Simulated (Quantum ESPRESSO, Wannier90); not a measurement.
## Tight-binding from DFT: SiS$_{2}$ (Ibam)

```xyz
6
Lattice="0.0000 0.0000 5.5487 5.7494 0.0000 0.0000 -2.8747 4.9104 -2.7744" Properties=species:S:1:pos:R:3 pbc="T T T"
Si     0.0000     0.0000    -1.3872
Si     0.0000     0.0000     1.3872
S     -1.1582    -1.1319     0.0000
S      1.1582     1.1319     0.0000
S     -1.1582     1.1319    -2.7744
S      1.1582    -1.1319     2.7744
```

Materials Project entry mp-1602; symmetrised, unrelaxed at this level. COD (Crystallography Open Database) has the formula in 2 space groups, this one among them (matched by group alone). Level: LDA, no spin polarisation, no spin-orbit coupling; pw.x of Quantum ESPRESSO at 44 Ry with PseudoDojo potentials, 6×6×6 k-points, Wannier90. Density: 6×6×6 mesh, cold smearing 0.01 Ry. The cell is built of weakly bound layers, chains or molecules, whose nearest atoms lie 3.87 Å apart. Database cells relaxed without dispersion often hold them too far apart, which can enlarge gaps and weakens couplings between them; spacing and stacking were not compared with the measured crystal.

Bands 3-4 form an isolated set from -12.09 to -11.81 eV relative to the valence-band maximum (on the path) and are turned into 2 Wannier functions by minimising the spread from the start: SCDM (isolated).

Centres (Cartesian, Å; one of the equivalent choices) and spreads:

| n | x | y | z | spread (Å²) | nearest atom |
|---|---|---|---|---|---|
| 1 | 0.000 | 0.000 | 0.000 | 3.083 | Si1 |
| 2 | 0.000 | 0.000 | 2.774 | 3.083 | Si2 |

Ω_I = 6.17 Å², Ω_total = 6.17 Å²; the interpolated bands follow pw.x to 0.0 meV rms on the path. Only this start was tried; a symmetric start can stop on a saddle, and mixtures of these functions could lower the total by at most Ω_total − Ω_I.
